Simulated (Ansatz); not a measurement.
Data:

ScPtN2:
```cif
data_N2PtSc
_chemical_formula_sum 'Sc1 Pt1 N2'
_space_group_name_H-M_alt 'P 1'
_space_group_IT_number 1
_cell_length_a 6.27851
_cell_length_b 6.27851
_cell_length_c 6.27851
_cell_angle_alpha 30.121
_cell_angle_beta 30.121
_cell_angle_gamma 30.121
loop_
_space_group_symop_operation_xyz
  'x, y, z'
loop_
_atom_site_label
_atom_site_type_symbol
_atom_site_fract_x
_atom_site_fract_y
_atom_site_fract_z
_atom_site_occupancy
Sc1 Sc 0.50000 0.50000 0.50000 1
Pt1 Pt 0.00000 0.00000 0.00000 1
N1 N 0.89515 0.89515 0.89515 1
N2 N 0.10485 0.10485 0.10485 1
```

This is the PBE-relaxed structure.

Question: All from DFT-PBE in the program Ansatz with PAW potentials, unless another level is named. Give the electronic character.

Answer: metallic (no gap).

Question: Predict the density of states at the Fermi level.

Answer: 1.2 states/eV per atom (mean over ±0.08 eV).

Question: Predict the formation energy from the elements (no fitted shifts).

Answer: -0.21 eV/atom.

Space group R-3m. The start of the workflow was typed in or built on a structure type; neither database checked (COD, Materials Project) lists it. Its standing as an ambient phase is unchecked. The cell was relaxed with PBE under the symmetry of its start; whether a distortion lowers the energy is not shown. The run is not spin-polarised. With an odd number of electrons in the cell and no spin polarisation, the count alone makes it a metal. The references are the lowest solids computed at this level, not always the standard phases (solids in place of the gases). Scalar-relativistic: spin–orbit coupling is off unless named, which matters more the heavier the elements.

Potentials: the later of the program's two PAW sets.
